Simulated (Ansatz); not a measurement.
GaAs (rock salt, Fm-3m) under volume change, r²SCAN in the plane-wave PAW code Ansatz, scaled uniformly.

```csv
V (Å³/atom),E − E(relaxed) (meV/atom),P (GPa)
17.216,47.2,9.71
17.784,…,…
18.351,…,…
18.919,0.0,-0.01
19.487,4.2,-2.28
20.054,15.7,-4.18
20.622,33.3,-5.74
```

Problem. Some entries are withheld; supply them.

Solution. 
- 17.784, E − E(relaxed) (meV/atom): 19.7
- 17.784, P (GPa): 5.91
- 18.351, E − E(relaxed) (meV/atom): 4.6
- 18.351, P (GPa): 2.70

Problem. What does a third-order Birch–Murnaghan fit give for V₀, B₀ and B′?

Solution. V₀ = 18.92 Å³/atom, B₀ = 82.1 GPa, B′ = 4.8.

The cell is a constructed one: a structure type filled with these elements; neither database checked (COD, Materials Project) lists it. It is not the phase usual at ambient conditions (space group No. 216). Symmetry was held in the r²SCAN relaxation; its stability against distortions is not shown here.

Potentials: the later of the program's two PAW sets.
